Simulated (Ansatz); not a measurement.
Two-dimensional strain map in TiAl

The calculation used DFT LDA, scalar-relativistic, plane waves, PAW (Ansatz 0.2.0). Cutoff 420 eV, Γ-centred 16×16×16 k-points, Gaussian smearing of 0.15 eV. No spin polarisation. Energies are free energies at this smearing, counted from the undisturbed cell; pressure is positive in compression.

The starting cell (as given, not relaxed at this level; it stands at -5.8 GPa, and it needn't be the usual structure):

```yaml
crystal:
  lattice:
    - [3.17906, 0.00000, 0.00000]
    - [0.00000, 3.17906, 0.00000]
    - [0.00000, 0.00000, 3.17906]
  atoms:
    - { symbol: Ti, position: [0.00000, 0.00000, 0.00000] }
    - { symbol: Al, position: [0.50000, 0.50000, 0.50000] }
```

The cell is strained by p along both x and y and by q along z, fractional coordinates fixed. Points are written (p, q).

Energy above the undisturbed cell in meV/atom (a dash: not computed):

```csv
p \ q,-0.080,-0.040,0.000,0.040,0.080
-0.080,251.8,140.9,52.1,-17.3,-68.0
-0.040,65.4,16.1,-14.0,?,-39.1
0.000,?,?,0.0,26.8,?
0.040,-16.3,20.7,74.1,136.9,202.6
0.080,44.5,111.9,193.8,283.6,375.9
```

Problem. Fill in the withheld energies.

Solution. (-0.040, 0.040): -32.0; (0.000, -0.080): -15.8; (0.000, -0.040): -17.1; (0.000, 0.080): 58.6.

Cost: 25 runs of about 3.9 core-minutes in all, on Intel Xeon Platinum 8259CL (Skylake/Cascade Lake) (shared hosts).